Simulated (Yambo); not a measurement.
## Bethe-Salpeter results for Sr2NO6H3

```
Sr2NO6H3
1.0
    6.70433     0.00000     0.00000
   -3.35216     5.80612     0.00000
    0.00000     0.00000     3.59152
H N O Sr
3 1 6 2
Direct
  0.67901   0.67901   0.00000
  0.00000   0.32099   0.00000
  0.32099   0.00000   0.00000
  0.00000   0.00000   0.50000
  0.18922   0.18922   0.50000
  0.00000   0.81078   0.50000
  0.81078   0.00000   0.50000
  0.53341   0.53341   0.00000
  0.00000   0.46659   0.00000
  0.46659   0.00000   0.00000
  0.66667   0.33333   0.50000
  0.33333   0.66667   0.50000
```

The geometry is that of Materials Project entry mp-1095649, symmetrised and not relaxed again.

BSE in Yambo on LDA (Quantum ESPRESSO, PseudoDojo norm-conserving, 84 Ry, no spin-orbit coupling) bands: 3×3×6 mesh, 14 valence and 10 conduction bands, static screening with 83 bands and a 3 Ry block, scissor 3.73 eV, Tamm-Dancoff; field along x.

| state | energy (eV) | states within 2 meV | relative strength | class | main transitions |
|---|---|---|---|---|---|
| 1 | 3.32 | 1 | < 0.01 | dark | several band pairs |
| 2 | 5.00 | 2 | < 0.01 | dark | several band pairs |
| 3 | 5.82 | 2 | 0.09 | weak | several band pairs |
| 4 | 5.83 | 1 | < 0.01 | dark | several band pairs |
| 5 | 5.86 | 1 | < 0.01 | dark | several band pairs |
| 6 | 5.92 | 2 | 1.00 | strong | several band pairs |

These are vertical excitations (zero momentum); the indirect quasiparticle gap, about 6.41 eV, is smaller than the direct one (7.05 eV on the GW mesh). The direct quasiparticle gap on this mesh is 7.05 eV; counted from there, state 1 is bound by 3.73 eV. Convergence with the mesh was not shown.

Spin singlets only. Strengths are relative to the strongest of the lowest states of this run; strong means a line over 3 % of the spectrum's maximum, dark under 0.03 %. Absolute energies carry the error of the G0W0 scissor, whose convergence isn't established; the long-wavelength screening was taken along (1,1,1) although the crystal is anisotropic.
